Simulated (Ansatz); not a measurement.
Relaxed GaP (zinc blende):

```
CELL_PARAMETERS angstrom
      0.00000     2.75302     2.75302
      2.75302     0.00000     2.75302
      2.75302     2.75302     0.00000
ATOMIC_POSITIONS crystal
  P  0.75000 0.75000 0.75000
  Ga 0.00000 0.00000 0.00000
```

In each cell atom 2 (Ga, nearest neighbour P at 2.384 Å; its periodic images, 3.9 Å or more away, move with it) moves by s·(0.707, 0.707, 0.000) (along Cartesian [110]), the rest being held.

These are PBE (plane waves to 420 eV, PAW, scalar-relativistic; Ansatz, a first-principles code) values and carry that method's errors. k mesh 8×8×8 (Γ-centred), Fermi-Dirac smearing 0.05 eV. The energy includes the smearing's −TS. As the smearing reaches across the gap at some points, energies and forces of such displacements shift with the k mesh and the smearing. GaP was relaxed with its symmetry unable to fall. ΔE is measured from the undisplaced structure. The last digit holds for this mesh only.

| s (Å) | ΔE (meV/cell) |
|---|---|
| -0.720 | 2704.6 |
| -0.576 | 1665.7 |
| -0.432 | withheld |
| -0.288 | 395.3 |
| -0.144 | 97.6 |
| 0.000 | 0.0 |
| 0.144 | 97.6 |
| 0.288 | 395.3 |
| 0.432 | withheld |
| 0.576 | 1665.7 |
| 0.720 | 2704.6 |

### Question
Fit an even polynomial form (powers 2, 4, 6) to the given rows and predict ΔE at s = 0.432.

### Answer
Least squares on the 9 given rows: ΔE = (4683)·s² + (992.7)·s⁴ + (71.87)·s⁶, in meV/cell with s in Å; root-mean-square residual 0.09 meV/cell. At 0.432 the fit gives 909.0 meV/cell; the calculation gives 908.9 meV/cell, so the interpolation is off by 0.1 (+0.0 %). The quadratic term alone would give 874.0 meV/cell.

(For displaced atoms, the force is minus the slope of the energy, and its curvature is a force constant, which sets phonon frequencies.)
